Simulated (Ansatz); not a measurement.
Ni$_{6}$Ge$_{2}$B:
```
Ni6Ge2B
1.0
    6.13616     0.00000     0.00000
   -3.06808     5.31407     0.00000
    0.00000     0.00000     2.93487
Ni Ge B
6 2 1
Cartesian
  2.33933   4.05183   0.00000
 -0.72875   1.26224   0.00000
  1.45751   0.00000   0.00000
  1.16895   2.02467   1.46743
 -1.89913   3.28940   1.46743
  3.79827   0.00000   1.46743
  3.06808   1.77136   0.00000
  0.00000   3.54271   0.00000
  0.00000   0.00000   1.46743
```

This is the r²SCAN-relaxed structure.

Question: All from r²SCAN (plane waves, PAW; program Ansatz), unless another level is named. Give the electronic character.

Answer: metallic (no gap).

Question: And the density of states at the Fermi level?

Answer: 0.51 states/eV per atom (mean over ±0.08 eV).

Question: Give the formation energy from the elements (no fitted shifts).

Answer: -0.28 eV/atom.

Space group P-62m. The first step of the workflow began from a Materials Project structure, measured or hypothetical; the Crystallography Open Database copy checked does not list it. Its standing as an ambient phase is unchecked. The cell was relaxed with r²SCAN under the symmetry of its start; its stability against distortions is not shown here. No spin polarisation was allowed. The references are the lowest solids computed at this level, not always the standard phases. Spin–orbit coupling is left out wherever it is not named.

Potentials: the later of the program's two PAW sets.
